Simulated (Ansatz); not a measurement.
Here is the system:

Ca₂Bi:
```
CELL_PARAMETERS angstrom
     -2.39149     2.39149     8.41058
      2.39149    -2.39149     8.41058
      2.39149     2.39149    -8.41058
ATOMIC_POSITIONS crystal
  Ca 0.50000 0.00000 0.50000
  Ca 0.00000 0.50000 0.50000
  Ca 0.32582 0.32582 0.00000
  Ca 0.67418 0.67418 0.00000
  Bi 0.13637 0.13637 0.00000
  Bi 0.86363 0.86363 0.00000
```

This is the PBEsol-relaxed structure.

**Question.** All from plane-wave PAW PBEsol (Ansatz code), unless another level is named. Estimate the formation energy from the elements (no fitted shifts).

**Answer.** -809 meV/atom.

**Question.** Next, the density of states at the Fermi level?

**Answer.** 0.14 states/eV per atom (mean over ±0.08 eV).

**Question.** Next, the gap with spin–orbit coupling?

**Answer.** none (metallic).

Space group I4/mmm. The workflow started from an entry of the Crystallography Open Database (COD). Whether it is the stable phase at ambient conditions was not checked. The PBEsol relaxation kept the symmetry of its start; whether a distortion lowers the energy is not shown. The references are the lowest solids computed at this level, not always the standard phases. Spin–orbit coupling is left out wherever it is not named.

Potentials: the later of the program's two PAW sets.
